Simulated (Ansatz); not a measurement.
Clean, relaxed (100) surface of Ag, space group Fm-3m (No. 225) (top face towards +c; atoms held fixed, by place in the list: 1, 2):

```
CELL_PARAMETERS angstrom
2.86690 0.00000 0.00000
0.00000 2.86690 0.00000
0.00000 0.00000 23.08162
ATOMIC_POSITIONS crystal
Ag 0.50000 0.50000 0.36826
Ag 0.00000 0.00000 0.45609
Ag 0.50000 0.50000 0.54421
Ag 0.00000 0.00000 0.63017
```

Computed with DFT PBEsol, scalar-relativistic, plane waves, PAW (Ansatz). Plane waves to 420 eV, a k mesh through Γ of 10×10×1 on the computed 4-atom cell and Gaussian smearing (0.10 eV); no spin polarisation. The cell repeats along c with a dipole correction in the vacuum.

B (atom) is adsorbed on the top face, one adsorbate per 8.2 Å², and relaxed from 3 starting sites (fractions of a and b). The adsorption energy is E(slab + adsorbate) − E(slab) − E(free adsorbate, spin-polarised where open-shell). Heights count from the highest slab atom after relaxation. Δφ is the top face's. Δp counts per cell along +c. Bonded neighbours lie within 1.25 times the sum of covalent radii (1.35 for H) and, on that scale, within 12 % of the closest. With the adsorbate the cell is lengthened along c to keep the vacuum.

| start | ends at | E_ads (eV) | height (Å) | shortest contact | Δφ (eV) | Δp (e·Å) |
| --- | --- | --- | --- | --- | --- | --- |
| top (Ag) at (0.00, 0.00) | (0.00, 0.00), 1 bonded neighbour (Ag) | -2.95 | 2.08 | B–Ag 2.08 Å | +1.30 | -0.055 |
| bridge (Ag-Ag) at (0.00, 0.50) | (0.00, 0.50), 2 bonded neighbours (Ag) | -3.33 | 1.62 | B–Ag 2.16 Å | +1.30 | -0.054 |
| hollow (over Ag) at (0.50, 0.50) | (0.50, 0.50), 4 bonded neighbours (Ag) | -4.10 | 0.44 | B–Ag 2.07 Å | +0.23 | -0.012 |

Among the sites tried, the lowest end comes from the hollow (over Ag) at (0.50, 0.50) start; other sites may lie lower.

Each end is the local minimum or symmetric point that its start leads to. The slab is only 6.1 Å thick, so the energies aren't converged with thickness.

For at least one of the starts the bottom face's work function also shifts by over 0.1 eV: the slab is too thin to screen the adsorbate, so the work functions aren't converged with thickness.

The adsorbed runs have no spin polarisation, so weakly bound open-shell ends lie too high.

Cost: 4 runs of about 8.1 core-minutes in all, on Arm Neoverse V1 (shared hosts).